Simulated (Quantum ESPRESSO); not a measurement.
InGaYHf5, input and log of a self-consistent run

A calculation, not a measurement. The program is pw.x of Quantum ESPRESSO 7.5 (plane-wave density functional theory). The cell is made up: eight metal atoms on a face-centred cubic lattice, with elements, volume, strain and displacements drawn at random and not relaxed, so it may be unstable or far from any real phase. PseudoDojo standard norm-conserving files set the functional (PBE unless stated); there is no spin polarisation or spin-orbit coupling, the Fermi-Dirac width of 0.25 eV means electrons at about 2900 K, and the masses in the input are unused placeholders. Heavy elements are run without spin-orbit coupling, which real alloys of them have. A spin test at this wide smearing found no moment, but such smearing suppresses magnetism that the real alloy may have.

Input:

```
&control calculation='scf', pseudo_dir='./dojo.nc.sr.pbe.v0_5.standard.upf', outdir='./o', disk_io='medium', tprnfor=.true., tstress=.true. /
&system ibrav=0, nat=8, ntyp=4, nbnd=65, ecutwfc=79.96652505, nosym=.true., tot_charge=0,
 occupations='smearing', smearing='fd', degauss=0.0183746611
/
&electrons conv_thr=1.470e-08, electron_maxstep=70, mixing_beta=0.5 /
ATOMIC_SPECIES
Ga 1.0 Ga.upf
Hf 1.0 Hf.upf
In 1.0 In.upf
Y 1.0 Y.upf
CELL_PARAMETERS angstrom
0.002 2.2771 2.2881
-4.4159 2.2248 -2.2396
-4.4126 -6.679 6.7079
ATOMIC_POSITIONS angstrom
In 0.0386 -0.006 -0.0043
Ga -4.402 -4.4527 4.4782
Y -4.4216 -2.2187 2.2726
Hf -4.5036 0.0121 0.087
Hf -2.1837 -2.1796 4.4848
Hf -2.2411 -0.0128 2.2646
Hf -2.1749 2.2432 -0.0323
Hf -6.5803 -2.1602 4.5434
K_POINTS automatic
7 5 3 1 1 1
```

The log is shortened where brackets say so; the opening notice, blank lines, dates and the lines on written files are dropped, and the path of the files is cut. It prints rydbergs, bohrs and kilobars, and counts compression as positive stress. Its total energy is the free energy E - TS of the whole cell.

```
     Program PWSCF v.7.5
     Parallel version (MPI & OpenMP), running on       1 processor cores
     Number of MPI processes:                 1
     Threads/MPI process:                     1
     [start-up lines left out]
     bravais-lattice index     =            0
     lattice parameter (alat)  =       6.1002  a.u.
     unit-cell volume          =    1214.0361 (a.u.)^3
     number of atoms/cell      =            8
     number of atomic types    =            4
     number of electrons       =        97.00
     number of Kohn-Sham states=           65
     kinetic-energy cutoff     =      79.9665  Ry
     charge density cutoff     =     319.8661  Ry
     scf convergence threshold =      1.5E-08
     mixing beta               =       0.5000
     number of iterations used =            8  plain     mixing
     Exchange-correlation= PBE
                           (   1   4   3   4   0   0   0)
     [axes and pseudopotential details left out]
   Cartesian axes
     site n.     atom                  positions (alat units)
         1        In     tau(   1) = (   0.0119575  -0.0018587  -0.0013321  )
         2        Ga     tau(   2) = (  -1.3636530  -1.3793589   1.3872583  )
         3        Y      tau(   3) = (  -1.3697247  -0.6873096   0.7040068  )
         4        Hf     tau(   4) = (  -1.3951267   0.0037483   0.0269509  )
         5        Hf     tau(   5) = (  -0.6764673  -0.6751972   1.3893028  )
         6        Hf     tau(   6) = (  -0.6942487  -0.0039652   0.7015285  )
         7        Hf     tau(   7) = (  -0.6737413   0.6948992  -0.0100059  )
         8        Hf     tau(   8) = (  -2.0384475  -0.6691875   1.4074560  )
     number of k points=    53  Fermi-Dirac smearing, width (Ry)=  0.0184
                       cart. coord. in units 2pi/alat
        k(    1) = (  -0.0853497   0.0385688   0.0624640), wk =   0.0380952
        k(    2) = (   0.0365518   0.1593840  -0.0578769), wk =   0.0380952
     [further k points left out]
     Dense  grid:   117249 G-vectors     FFT dimensions: (  36,  60, 120)
     Estimated max dynamical RAM per process >     212.62 MB
     Initial potential from superposition of free atoms
     starting charge      96.9797, renormalised to      97.0000
     Starting wfcs are   78 randomized atomic wfcs
     total cpu time spent up to now is       37.9 secs
     per-process dynamical memory:   125.6 Mb
     Self-consistent Calculation
     iteration #  1     ecut=    79.97 Ry     beta= 0.50
     Davidson diagonalization with overlap
     ethr =  1.00E-02,  avg # of iterations =  2.3
     total cpu time spent up to now is      124.3 secs
     total energy              =    -930.47587071 Ry
     estimated scf accuracy    <       1.79520542 Ry
     iteration #  2     ecut=    79.97 Ry     beta= 0.50
     Davidson diagonalization with overlap
     ethr =  1.85E-03,  avg # of iterations =  8.1
     total cpu time spent up to now is      253.8 secs
     total energy              =    -927.97432199 Ry
     estimated scf accuracy    <      78.48544769 Ry
     iteration #  3     ecut=    79.97 Ry     beta= 0.50
     Davidson diagonalization with overlap
     ethr =  1.85E-03,  avg # of iterations =  6.1
     total cpu time spent up to now is      355.2 secs
     total energy              =    -931.41818167 Ry
     estimated scf accuracy    <       2.95314639 Ry
     iteration #  4     ecut=    79.97 Ry     beta= 0.50
     Davidson diagonalization with overlap
     ethr =  1.85E-03,  avg # of iterations =  2.2
     total cpu time spent up to now is      407.6 secs
     total energy              =    -931.54298665 Ry
     estimated scf accuracy    <       1.35082498 Ry
     iteration #  5     ecut=    79.97 Ry     beta= 0.50
     Davidson diagonalization with overlap
     ethr =  1.39E-03,  avg # of iterations =  1.2
     total cpu time spent up to now is      467.9 secs
     total energy              =    -931.62166398 Ry
     estimated scf accuracy    <       0.09449874 Ry
     [iterations 6 to 11 left out]
     iteration # 12     ecut=    79.97 Ry     beta= 0.50
     Davidson diagonalization with overlap
     ethr =  7.83E-09,  avg # of iterations =  5.0
     total cpu time spent up to now is     1153.8 secs
     total energy              =    -931.63525533 Ry
     estimated scf accuracy    <       0.00000050 Ry
     iteration # 13     ecut=    79.97 Ry     beta= 0.50
     Davidson diagonalization with overlap
     ethr =  5.12E-10,  avg # of iterations =  3.9
     total cpu time spent up to now is     1268.9 secs
     total energy              =    -931.63525543 Ry
     estimated scf accuracy    <       0.00000030 Ry
     iteration # 14     ecut=    79.97 Ry     beta= 0.50
     Davidson diagonalization with overlap
     ethr =  3.12E-10,  avg # of iterations =  2.0
     total cpu time spent up to now is     1373.9 secs
     total energy              =    -931.63525543 Ry
     estimated scf accuracy    <       0.00000071 Ry
     iteration # 15     ecut=    79.97 Ry     beta= 0.50
     Davidson diagonalization with overlap
     ethr =  3.12E-10,  avg # of iterations =  1.0
     total cpu time spent up to now is     1468.8 secs
     total energy              =    -931.63525547 Ry
     estimated scf accuracy    <       0.00000006 Ry
     iteration # 16     ecut=    79.97 Ry     beta= 0.50
     Davidson diagonalization with overlap
     ethr =  6.39E-11,  avg # of iterations =  1.2
     total cpu time spent up to now is     1560.3 secs
     End of self-consistent calculation
     [lines on levels left out]
!    total energy              =    -931.63525547 Ry
     estimated scf accuracy    <          4.0E-09 Ry
     smearing contrib. (-TS)   =      -0.12209312 Ry
     internal energy E=F+TS    =    -931.51316235 Ry
     The total energy is F=E-TS. E is the sum of the following terms:
     one-electron contribution =    -205.14566749 Ry
     hartree contribution      =     150.97215237 Ry
     xc contribution           =    -240.50634484 Ry
     ewald contribution        =    -636.83330239 Ry
     convergence has been achieved in  16 iterations
     Forces acting on atoms (cartesian axes, Ry/au):
     atom    1 type  3   force =    -0.00583180   -0.00371219    0.00381154
     atom    2 type  1   force =    -0.00413341    0.00292117   -0.00246567
     atom    3 type  4   force =     0.00579938   -0.00012208   -0.00598750
     atom    4 type  2   force =     0.01987173   -0.00211778   -0.01941833
     atom    5 type  2   force =    -0.02294893   -0.01156390    0.02120817
     atom    6 type  2   force =     0.02570080    0.03265507   -0.01752280
     atom    7 type  2   force =     0.00034303    0.00521736    0.00287921
     atom    8 type  2   force =    -0.01880080   -0.02327765    0.01749538
     Total force =     0.072946     Total SCF correction =     0.000214
     Computing stress (Cartesian axis) and pressure
          total   stress  (Ry/bohr**3)                   (kbar)     P=        8.79
   0.00005999  -0.00001525  -0.00000122            8.82       -2.24       -0.18
  -0.00001525   0.00007196  -0.00007391           -2.24       10.59      -10.87
  -0.00000122  -0.00007391   0.00004727           -0.18      -10.87        6.95
     init_run     :     35.49s CPU     37.67s WALL (       1 calls)
     electrons    :   1436.27s CPU   1522.46s WALL (       1 calls)
     forces       :     24.71s CPU     24.91s WALL (       1 calls)
     stress       :     85.06s CPU     87.66s WALL (       1 calls)
     [timing details left out]
     PWSCF        :  26m22.09s CPU  27m55.78s WALL
     JOB DONE.
```

In other units: free energy -12675.543 eV for the cell, pressure 0.88 GPa, largest force component 0.840 eV/Å in size. The run took 1677 s of wall time with one process on a shared machine (AMD EPYC, Zen 5, virtual cores), so the time is rough. A rerun of this cell at a higher cutoff and on a denser mesh moved values by no more than 0.014 eV in energy, 0.04 GPa in stress and 0.006 eV/Å in force, and a second program with other atomic files agreed on that cell to 2 % rms in force and 0.5 GPa in pressure.